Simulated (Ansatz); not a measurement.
**Quadrupolar parameters in TlPt**

The cell is a COD entry, its atoms then relaxed with PBE in this cell.

```
Tl Pt
1.0
     5.60500    0.00000    0.00000
    -2.80250    4.85407    0.00000
     0.00000    0.00000    4.63900
Tl Pt
3 3
Direct
  0.50000 0.00000 0.00000
  0.50000 0.50000 0.00000
  0.00000 0.50000 0.00000
  0.00000 0.00000 0.00000
  0.33333 0.66667 0.50000
  0.66667 0.33333 0.50000
```

Atoms are numbered from 1 in the order listed; like atoms form one site, named after its first atom.

Method: Kohn–Sham DFT in Ansatz, r2SCAN, plane waves and PAW, scalar-relativistic, 500 eV cutoff, Γ-centred 7×7×7 k-points, Fermi–Dirac smearing 0.05 eV.

V_zz is the principal component of the electric field gradient with the largest magnitude, η = (V_xx − V_yy)/V_zz and C_Q = eQV_zz/h. Directions are in the Cartesian axes of the cell vectors above, for the atom listed; none is given where the gradient is under 0.02 or η is above 0.95.

| site | first atom | first shell | V_zz (10²¹ V/m²) | η | direction of V_zz (x, y, z) |
| --- | --- | --- | --- | --- | --- |
| Tl | 1 | 4 Tl at 2.80 Å, 6 Pt at 2.80–2.83 Å | 12.27 | 0.13 | 0.00 1.00 0.00 |
| Pt4 | 4 | 6 Tl at 2.80 Å | -7.44 | 0.00 | 0.00 0.00 1.00 |
| Pt5 | 5 | 6 Tl at 2.83 Å, 3 Pt at 3.24 Å | 4.03 | 0.00 | 0.00 0.00 1.00 |

An axis of threefold or higher order runs through Pt4 and Pt5, so V_zz lies along it and η is zero.

At this cell the r2SCAN pressure is 10 GPa (principal stresses up to 15 GPa in size), so with r2SCAN the cell would grow if it were relaxed. The entry's cell may itself be off. With no gap above 0.1 eV, as in a metal, the gradients converge slowly in k; expect changes of a tenth or more on a denser mesh. Spin–orbit coupling is left out, which shifts gradients on Pt and Tl by a few per cent in wide-gap crystals, and can shift them far more where the calculated gap is small or absent, as here. With these PAW files V_zz is typically within 2 to 3 % of all-electron values, but misses above 10 % occur on Pt.
